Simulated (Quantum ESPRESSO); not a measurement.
**Kohn-Sham bands of GaSe (R3m)**

```yaml
crystal:
  lattice:
    - [-1.88709, 3.26854, 0.00000]
    - [-3.77418, 0.00000, 0.00000]
    - [-1.88709, 1.08951, 8.70470]
  atoms:
    - { symbol: Ga, position: [0.95319, 0.95319, 0.14043] }
    - { symbol: Ga, position: [0.04646, 0.04646, 0.86061] }
    - { symbol: Se, position: [0.24233, 0.24233, 0.27300] }
    - { symbol: Se, position: [0.42403, 0.42403, 0.72792] }
```

Structure: Materials Project mp-11342, symmetrised, not relaxed again. Not found in the COD (Crystallography Open Database) copy used, which has the formula in other groups; not checked further. Method: PBEsol plane waves in Quantum ESPRESSO 7.5 (PseudoDojo norm-conserving files, 69 Ry, spinors with spin-orbit coupling), Bloch states on a 4×4×4 mesh through Γ, Wannier90 4.0.1. Density: 10×10×10 mesh, cold smearing 0.01 Ry. The cell is built of weakly bound layers, chains or molecules, whose nearest atoms lie 4.52 Å apart. Database cells relaxed without dispersion often hold them too far apart, which can enlarge gaps and weakens couplings between them; spacing and stacking were not compared with the measured crystal.

List the Kohn-Sham levels between −8 and 4.2 eV relative to the valence-band maximum at the high-symmetry points, as a band run of pw.x on that density gives them (levels within 2 meV counted together).


| point | k (reciprocal lattice) | levels (eV) |
|---|---|---|
| Γ | 0.000 0.000 0.000 | -6.60 (×2), -3.54 (×2), -1.19 (×2), -1.19 (×2), -0.91 (×2), -0.84 (×2), -0.80 (×2), 1.82 (×2), 2.43 (×2), 4.20 (×2) |
| T | 0.000 0.000 0.500 | -6.46 (×2), -4.01 (×2), -1.21 (×2), -1.10 (×2), -0.93 (×2), -0.77 (×2), 0.00 (×2), 1.23 (×2), 2.42 (×2), 4.18 (×2) |
| H_2 | -0.323 -0.646 0.177 | -7.10, -7.05, -6.11, -6.01, -4.42, -4.31, -4.02, -3.88, -2.58, -2.54, -2.09, -1.97, -1.84, -1.81, 2.08, 2.11, 2.91, 3.03 |
| H_0 | -0.354 -0.677 -0.177 | -7.10, -7.05, -6.11, -6.01, -4.42, -4.31, -4.02, -3.88, -2.58, -2.54, -2.09, -1.97, -1.84, -1.81, 2.08, 2.11, 2.91, 3.03 |
| L | 0.000 -0.500 0.000 | -7.23 (×2), -6.26 (×2), -3.55 (×2), -2.42 (×2), -2.18 (×2), -2.05 (×2), -1.74 (×2), 1.66 (×2), 1.98 (×2), 4.01 (×2), 4.09 (×2) |
| S_0 | -0.339 -0.677 -0.339 | -7.10, -7.05, -6.11, -6.01, -4.42, -4.32, -4.03, -3.89, -2.58, -2.55, -2.09, -1.97, -1.83, -1.79, 2.08, 2.12, 2.90, 3.02 |
| S_2 | -0.339 -0.661 0.000 | -7.10, -7.05, -6.11, -6.01, -4.42, -4.32, -4.03, -3.89, -2.58, -2.55, -2.09, -1.97, -1.83, -1.79, 2.08, 2.12, 2.90, 3.02 |
| F | -0.500 -0.500 0.000 | -7.21 (×2), -6.28 (×2), -3.47 (×2), -2.48 (×2), -2.21 (×2), -2.13 (×2), -1.66 (×2), 1.64 (×2), 1.98 (×2), 3.80 (×2), 4.07 (×2) |
